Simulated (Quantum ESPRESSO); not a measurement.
pw.x input (Quantum ESPRESSO 7.5; PBE, PseudoDojo standard norm-conserving files, scalar-relativistic):

```
&CONTROL
  calculation = 'scf'
  pseudo_dir = './pseudo'
  outdir = './out'
  tprnfor = .true.
  tstress = .true.
/
&SYSTEM
  ibrav = 0
  nat = 3
  ntyp = 2
  ecutwfc = 84.0
  ecutrho = 336.0
  occupations = 'smearing'
  smearing = 'fd'
  degauss = 0.002
  nbnd = 21
/
&ELECTRONS
  conv_thr = 3e-10
/
ATOMIC_SPECIES
Mg 24.3050 Mg.upf
Ge 72.6300 Ge.upf
CELL_PARAMETERS angstrom
  0.000000000000   3.181187844000   3.181187844000
  3.181187844000   0.000000000000   3.181187844000
  3.181187844000   3.181187844000   0.000000000000
ATOMIC_POSITIONS crystal
Mg   0.750000000000   0.750000000000   0.750000000000
Mg   0.250000000000   0.250000000000   0.250000000000
Ge   0.000000000000   0.000000000000   0.000000000000
K_POINTS automatic
8 8 8 0 0 0
```

End of the output:

```
     total energy              =    -416.28713597 Ry
     estimated scf accuracy    <       0.00000088 Ry
     total energy              =    -416.28713614 Ry
     estimated scf accuracy    <       0.00000001 Ry
     total energy              =    -416.28713614 Ry
     estimated scf accuracy    <          5.8E-09 Ry
[...]
     the Fermi energy is     7.3818 ev
!    total energy              =    -416.28713614 Ry
     estimated scf accuracy    <          2.2E-10 Ry
     smearing contrib. (-TS)   =      -0.00001409 Ry
     internal energy E=F+TS    =    -416.28712205 Ry
     The total energy is F=E-TS. E is the sum of the following terms:
     one-electron contribution =    -277.43050461 Ry
     hartree contribution      =     143.05750991 Ry
     xc contribution           =     -75.42609326 Ry
     ewald contribution        =    -206.48803408 Ry
     convergence has been achieved in   8 iterations
     Forces acting on atoms (cartesian axes, Ry/au):
     atom    1 type  1   force =    -0.00000000    0.00000000    0.00000000
     atom    2 type  1   force =     0.00000000    0.00000000    0.00000000
     atom    3 type  2   force =     0.00000000    0.00000000    0.00000000
     Total force =     0.000000     Total SCF correction =     0.000000
     Computing stress (Cartesian axis) and pressure
          total   stress  (Ry/bohr**3)                   (kbar)     P=       15.12
   0.00010279  -0.00000000  -0.00000000           15.12       -0.00       -0.00
  -0.00000000   0.00010279  -0.00000000           -0.00       15.12       -0.00
  -0.00000000  -0.00000000   0.00010279           -0.00       -0.00       15.12
```
In a gapped system the printed Fermi energy is only some level inside the gap.

Spin-orbit coupling is not included.

Geometry relaxed with PBEsol.
